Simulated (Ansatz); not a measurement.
Given:

TaAs2:
```cif
data_As8Ta4
_chemical_formula_sum 'Ta4 As8'
_space_group_name_H-M_alt 'C2/m'
_space_group_IT_number 12
_space_group_name_Hall '-C 2y'
_cell_length_a 9.26767
_cell_length_b 3.34912
_cell_length_c 7.69281
_cell_angle_alpha 90.000
_cell_angle_beta 119.653
_cell_angle_gamma 90.000
loop_
_atom_site_label
_atom_site_type_symbol
_atom_site_symmetry_multiplicity
_atom_site_Wyckoff_symbol
_atom_site_fract_x
_atom_site_fract_y
_atom_site_fract_z
_atom_site_occupancy
Ta1 Ta 4 i 0.15704 0.00000 0.19528 1
As1 As 4 i 0.14032 0.00000 0.52764 1
As2 As 4 i 0.40566 0.00000 0.10872 1
```
(The calculation used a cell of 6 atoms; values per cell refer to that cell.)

This is the LDA-relaxed structure.

**Question.** All from the program Ansatz at the LDA level (PAW), unless another level is named. Estimate the electronic character.

**Answer.** metallic (no gap).

**Question.** Next, the formation energy from the elements (no fitted shifts)?

**Answer.** -0.54 eV/atom.

**Question.** Predict the density of states at the Fermi level.

**Answer.** 0.08 states/eV per atom (mean over ±0.08 eV).

The workflow started from a Materials Project entry (that database holds measured and hypothetical structures alike); the Crystallography Open Database copy checked does not list it. Its standing as an ambient phase is unchecked. Symmetry was held in the LDA relaxation; whether a distortion lowers the energy is not shown. No spin polarisation was allowed. The references are the lowest solids computed at this level, not always the standard phases. Spin–orbit coupling is left out wherever it is not named.

Potentials: the later of the program's two PAW sets.
